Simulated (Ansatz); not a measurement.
La$_{2}$O$_{3}$:
```
La2O3
1.0
    3.94040     0.00000     0.00000
   -1.97020     3.41249     0.00000
    0.00000     0.00000     6.18755
La O
2 3
Cartesian
  1.97020   1.13750   4.65692
  0.00000   2.27499   1.53063
  1.97020   1.13750   2.19471
  0.00000   2.27499   3.99283
  0.00000   0.00000   0.00000
```

Relaxed with PBE. Special points in fractions of this cell's reciprocal vectors: Γ (0.000, 0.000, 0.000); M (0.500, 0.000, 0.000); K (0.333, 0.333, 0.000); A (0.000, 0.000, 0.500); L (0.500, 0.000, 0.500); H (0.333, 0.333, 0.500).

Question: List the band energies nearest the valence-band maximum at these points for PBE (plane waves, PAW; program Ansatz).

Answer: In eV from the valence-band maximum; about four levels below and three above (degenerate sets whole), none deeper than 8.9 eV; points with the same levels are listed once.

```json
[
 {"k": "Γ", "below": "-1.61 -0.35 -0.35 -0.09", "above": "4.23 4.59 4.59"},
 {"k": "M", "below": "-0.71 -0.65 -0.39 -0.29", "above": "3.83 4.63 5.03"},
 {"k": "K", "below": "-0.79 -0.79 -0.77 -0.11", "above": "3.86 4.68 4.68"},
 {"k": "A", "below": "-0.97 -0.75 -0.26 -0.26", "above": "4.60 4.68 4.68"},
 {"k": "L", "below": "-0.95 -0.68 -0.35 0.00", "above": "4.33 4.55 4.94"},
 {"k": "H", "below": "-0.54 -0.27 -0.27 -0.23", "above": "4.21 4.78 4.82 4.82"}
]
```

Space group P-3m1 (La2O3 or Ni2Al3 type). The PBE relaxation kept the symmetry of its start; phonons on a q-mesh show no instability. Scalar-relativistic: spin–orbit coupling is off unless named, which matters more the heavier the elements.

Potentials: the later of the program's two PAW sets.
